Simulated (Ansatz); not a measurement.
A geometry of Pb away from equilibrium: step 5 of the relaxation of a relaxed Pb cell displaced along its unstable phonon at q = (½, 0, 0) of its primitive reciprocal cell (24i cm⁻¹), largest move 0.15 Å. These are PBEsol (plane waves to 420 eV, PAW, scalar-relativistic; Ansatz, an electronic-structure program) values and carry that method's errors. Γ-centred k-mesh 4×8×4 on the run's cell (coarser than for final values), Fermi–Dirac smearing 0.05 eV. The plane waves were selected for a different cell earlier on the path.

```yaml
crystal:
  lattice:
    - [9.38332, -0.12761, 0.00000]
    - [-2.40109, 4.15881, 0.00000]
    - [0.00000, 0.00000, 7.83821]
  atoms:
    - { symbol: Pb, position: [0.23454, 0.73454, 0.12691] }
    - { symbol: Pb, position: [0.61923, 0.61923, 0.99131] }
    - { symbol: Pb, position: [0.38077, 0.38077, 0.49131] }
    - { symbol: Pb, position: [0.76546, 0.26546, 0.62691] }
    - { symbol: Pb, position: [0.26546, 0.26546, 0.87309] }
    - { symbol: Pb, position: [0.88077, 0.38077, 0.00869] }
    - { symbol: Pb, position: [0.11923, 0.61923, 0.50869] }
    - { symbol: Pb, position: [0.73454, 0.73454, 0.37309] }
```

**Question.** What forces act on the atoms (eV/Å)?

**Answer.** 
```json
[
 {"atom": "Pb1", "Fx": "0.48", "Fy": "0.28", "Fz": "0.05"},
 {"atom": "Pb2", "Fx": "0.49", "Fy": "0.28", "Fz": "-0.04"},
 {"atom": "Pb3", "Fx": "-0.49", "Fy": "-0.28", "Fz": "-0.04"},
 {"atom": "Pb4", "Fx": "-0.48", "Fy": "-0.28", "Fz": "0.05"},
 {"atom": "Pb5", "Fx": "-0.48", "Fy": "-0.28", "Fz": "-0.05"},
 {"atom": "Pb6", "Fx": "-0.49", "Fy": "-0.28", "Fz": "0.04"},
 {"atom": "Pb7", "Fx": "0.49", "Fy": "0.28", "Fz": "0.04"},
 {"atom": "Pb8", "Fx": "0.48", "Fy": "0.28", "Fz": "-0.05"}
]
```

The path ends in P6₃/mmc (No. 194) (hcp (Mg type)). No spin polarisation in the result.

The run could not lose the symmetry of its start.

Of the parent cell (P6₃/mmc (No. 194)): it is a generated cell of Pb: the first start was made by placing the elements on the sites of a structure type, and the end was not matched to a known phase here, so it may be hypothetical. Known forms of Pb include space group No. 225.

The relaxed structure has the type that Pb is known to take under pressure; here it was relaxed at zero pressure, from a generated start.
